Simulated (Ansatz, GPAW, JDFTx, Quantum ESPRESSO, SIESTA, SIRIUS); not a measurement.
**HPbNO4: programs and potentials compared**

```
H Pb N O
1.0
     4.19923    0.11117    0.16817
     1.91600    3.89132    0.12568
     1.76085    1.25259    6.37266
H Pb N O
1 1 1 4
Direct
  0.88037 0.67082 0.63301
  0.14317 0.91735 0.88723
  0.26542 0.29401 0.30168
  0.83886 0.64335 0.78096
  0.38074 0.20999 0.11302
  0.30953 0.04677 0.45795
  0.06671 0.60292 0.32096
```

The cell comes from a database or a generator and needn't be the stable form of this composition.

Atoms were shifted at random by some hundredths of an Å from the given cell, which wasn't relaxed again for these runs.

Alike in all runs: task single point; functional PBE; k mesh 7 × 7 × 5; occupations fermi-dirac, width 0.05 eV; no spin polarisation; no spin-orbit coupling. Pressure is positive in compression and, in plane waves, holds the error of the finite cutoff.

| program and potentials | plane-wave cutoff (eV) | notes | pressure (GPa) | largest force (eV/Å) | energy over the undisturbed cell (meV/atom) |
| --- | --- | --- | --- | --- | --- |
| Quantum ESPRESSO, SSSP 1.3 efficiency PBE | 816 | - | 2.02 | 2.564 | 28.23 |
| Ansatz, all-electron LAPW, scalar-relativistic | - | - | 2.13 | 2.542 | - |
| JDFTx, PseudoDojo-SR-PBE-0.5-standard (H, N, O) + PseudoDojo-SR-PBE-0.4.1-standard (Pb) with smoothed tails | 1143 | - | 2.12 | 2.519 | - |
| SIESTA, files PseudoDojo sr-pbe-0.4.1-standard, DZP (energy shift 0.003 Ry; two zetas on semicore shells) | - | atomic basis | 4.91 | 3.083 | 35.75 |
| GPAW, GPAW PAW data sets (gpaw-data 1.2.1) | 800 | - | 2.00 | 2.600 | 28.67 |
| SIRIUS, PseudoDojo 0.4.1 PBE standard (scalar relativistic) | 1152 | - | 2.13 | 2.519 | - |

Force on atom 3 (N), eV/Å:

```json
{"program and potentials": "Quantum ESPRESSO, SSSP 1.3 efficiency PBE", "x": "-1.723", "y": "-1.677", "z": "-0.890"}
{"program and potentials": "Ansatz, all-electron LAPW, scalar-relativistic", "x": "-1.741", "y": "-1.646", "z": "-0.850"}
{"program and potentials": "JDFTx, PseudoDojo-SR-PBE-0.5-standard (H, N, O) + PseudoDojo-SR-PBE-0.4.1-standard (Pb) with smoothed tails", "x": "-1.716", "y": "-1.648", "z": "-0.828"}
{"program and potentials": "SIESTA, files PseudoDojo sr-pbe-0.4.1-standard, DZP (energy shift 0.003 Ry; two zetas on semicore shells)", "x": "-1.443", "y": "-1.785", "z": "-1.171"}
{"program and potentials": "GPAW, GPAW PAW data sets (gpaw-data 1.2.1)", "x": "-1.730", "y": "-1.656", "z": "-0.886"}
{"program and potentials": "SIRIUS, PseudoDojo 0.4.1 PBE standard (scalar relativistic)", "x": "-1.715", "y": "-1.648", "z": "-0.828"}
```

The pressure spans 2.00 (GPAW, GPAW PAW data sets (gpaw-data 1.2.1)) to 4.91 GPa (SIESTA, files PseudoDojo sr-pbe-0.4.1-standard, DZP (energy shift 0.003 Ry; two zetas on semicore shells)), with all-electron results at 2.13. The pressure on the cell as given of SIESTA, files PseudoDojo sr-pbe-0.4.1-standard, DZP (energy shift 0.003 Ry; two zetas on semicore shells) lies far from the others; the cause wasn't traced. Rows in atomic bases carry the error of their basis and grid, which can be large.

The functional is the same throughout but for its coding, so the spread measures potentials, basis and numerics; runs on potential files found faulty are left out.
